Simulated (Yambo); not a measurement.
AlAs (zinc blende, space group F-43m, No. 216), G0W0@PBE in Yambo with this input:

```
rim_cut
gw0
dyson
el_el_corr
HF_and_locXC
ppa
em1d
RandQpts= 1000000
RandGvec= 1 Ry
EXXRLvcs= 104 Ry
VXCRLvcs= 416 Ry
Chimod= "HARTREE"
% BndsRnXp
 5 | 202 |
%
NGsBlkXp= 15 Ry
% LongDrXp
 1.0 | 1.0 | 1.0 |
%
PPAPntXp= 27.2114 eV
% GbndRnge
 1 | 202 |
%
GTermKind= "BG"
DysSolver= "n"
ExtendOut
```

On a 4×4×4 mesh, with wavefunctions cut at 104 Ry, the gap (Γ → X) is 2.066 eV and the valence edge shifts by -0.738 eV.

Problem. What happens with this change: 9 Ry block?

Solution. The gap falls by 0.034 eV, to 2.032 eV; the shift of the valence edge becomes -0.698 eV. Neither run is shown to be the converged limit.

Spin-orbit coupling is not included.

Geometry relaxed with PBEsol; primitive cell a = b = c = 4.013 Å, α = β = γ = 60.00°.

A shift is the quasiparticle energy of the state minus its PBE energy.

The potentials are those of PseudoDojo's stringent table.
